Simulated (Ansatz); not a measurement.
CsHgCl₃:
Space group Pm-3m (No. 221); a = b = c = 5.3249 Å, α = β = γ = 90.00°

```json
[
 {"atom": "Cs", "site": "1a", "symmetry": "m-3m", "x": "0.0000", "y": "0.0000", "z": "0.0000"},
 {"atom": "Hg", "site": "1b", "symmetry": "m-3m", "x": "0.5000", "y": "0.5000", "z": "0.5000"},
 {"atom": "Cl", "site": "3c", "symmetry": "4/mm.m", "x": "0.0000", "y": "0.5000", "z": "0.5000"}
]
```

Relaxed with r²SCAN.

Q: Tabulate the valence density and the electron localisation function along the shortest Hg–Cl contact (2.66 Å), plane-wave PAW r²SCAN (Ansatz code).

A: 

| distance from Hg (Å) | density (e/Å³) | ELF |
|---|---|---|
| 0.27 | 13.79 | 0.64 |
| 0.40 | 10.65 | 0.57 |
| 0.53 | 7.46 | 0.54 |
| 0.67 | 4.61 | 0.51 |
| 0.80 | 2.42 | 0.46 |
| 0.93 | 1.10 | 0.36 |
| 1.06 | 0.58 | 0.23 |
| 1.20 | 0.38 | 0.16 |
| 1.33 | 0.32 | 0.18 |
| 1.46 | 0.37 | 0.35 |
| 1.60 | 0.49 | 0.62 |
| 1.73 | 0.72 | 0.77 |
| 1.86 | 1.06 | 0.82 |
| 2.00 | 1.48 | 0.82 |
| 2.13 | 1.70 | 0.76 |
| 2.26 | 1.44 | 0.64 |
| 2.40 | 0.73 | 0.43 |

The density is the valence pseudo-density with augmentation charge, so density and ELF within about 1 Å of a nucleus are not all-electron values.

The workflow started from an entry of the Crystallography Open Database (COD), which files this formula under 2 space groups. Its standing as an ambient phase is unchecked. Symmetry was held in the r²SCAN relaxation; its stability against distortions is not shown here. Scalar-relativistic: spin–orbit coupling is off unless named, which matters more the heavier the elements.

Potentials: the later of the program's two PAW sets.
